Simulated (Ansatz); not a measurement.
Two-dimensional strain map in Ge

Computed with DFT PBEsol, scalar-relativistic, plane waves, PAW in Ansatz 0.2.0. Cutoff 420 eV, Γ-centred 14×14×14 k-points, Gaussian smearing of 0.15 eV. No spin polarisation. Energies are free energies at this smearing, counted from the undisturbed cell; pressure is positive in compression.

Reference structure (as given, not relaxed at this level; it stands at 0.7 GPa):

```yaml
crystal:
  lattice:
    - [0.00000, 2.82877, 2.82877]
    - [2.82877, 0.00000, 2.82877]
    - [2.82877, 2.82877, 0.00000]
  atoms:
    - { symbol: Ge, position: [0.50000, 0.50000, 0.50000] }
    - { symbol: Ge, position: [0.75000, 0.75000, 0.75000] }
```

The cell is strained by p along both x and y and by q along z, fractional coordinates fixed. Points are written (p, q).

Energy above the undisturbed cell in meV/atom (a dash: not computed):

```csv
p \ q,-0.050,-0.025,0.000,0.025,0.050
-0.050,149.2,105.1,75.7,60.1,56.8
-0.025,68.0,37.7,20.2,14.7,20.0
0.000,26.4,7.7,0.0,2.7,14.8
0.025,17.5,8.3,8.7,18.1,35.9
0.050,34.9,33.8,40.9,55.9,78.1
```

Pressure in GPa:

| p \ q | -0.050 | -0.025 | 0.000 | 0.025 | 0.050 |
| --- | --- | --- | --- | --- | --- |
| -0.050 | 16.3 | 12.8 | 9.8 | 7.2 | 4.9 |
| -0.025 | 9.8 | 7.1 | 4.7 | 2.6 | 0.8 |
| 0.000 | 4.7 | 2.6 | 0.7 | -1.0 | -2.4 |
| 0.025 | 0.8 | -0.9 | -2.4 | -3.7 | -4.8 |
| 0.050 | -2.3 | -3.6 | -4.8 | -5.8 | -6.6 |

Gap on the k-mesh in eV:

| p \ q | -0.050 | -0.025 | 0.000 | 0.025 | 0.050 |
| --- | --- | --- | --- | --- | --- |
| -0.050 | 0.23 | 0.12 | 0.00 | 0.00 | 0.00 |
| -0.025 | 0.00 | 0.36 | 0.19 | 0.00 | 0.00 |
| 0.000 | 0.00 | 0.00 | 0.00 | 0.00 | 0.00 |
| 0.025 | 0.00 | 0.00 | 0.00 | 0.00 | 0.00 |
| 0.050 | 0.00 | 0.00 | 0.00 | 0.00 | 0.00 |

Where the gap reads zero the k-mesh, chosen for the insulator, is on the coarse side.

Cost: 25 runs of about 5.9 core-minutes in all, on Intel Xeon Processor @ 2.70GHz (shared hosts).